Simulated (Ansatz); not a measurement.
Problem. Free-standing sheets of VAs4Si2, MA2Z4 (prismatic core, outer Z over the empty site)-type layer and Hf2CO2, M2XT2 MXene (fcc sites)-type layer are relaxed with the program Ansatz at the PBE level (PAW). Aligned at the vacuum level, what band offsets and what type of junction result?

Solution. VAs4Si2: VBM -4.98, CBM -4.78 eV; Hf2CO2: VBM -5.34, CBM -4.35 eV. Valence offset 0.36 eV (VAs4Si2 higher), conduction offset 0.43 eV (VAs4Si2 lower): type I (straddling).

Mismatch of the primitive lattice constants: 3.643 against 3.274 Å, 11.2 %.

Natural alignment of Kohn–Sham levels: no interface dipole, strain or quasiparticle shift.

Spin orders computed, not proven ground states: VAs4Si2, MA2Z4 (prismatic core, outer Z over the empty site)-type layer ferromagnetic. All cells were relaxed under the symmetry of their starts (and spin orders); stability against distortions was not tested throughout. Rows with no word on spin ran without spin polarisation. Spin–orbit coupling is left out wherever it is not named. Constructed layers (a layer type filled with these elements): VAs4Si2, MA2Z4 (prismatic core, outer Z over the empty site)-type layer; Hf2CO2, M2XT2 MXene (fcc sites)-type layer.

Potentials: the earlier of the program's two PAW sets.

Edges and masses are those of Kohn–Sham bands, whose gap is no quasiparticle gap.
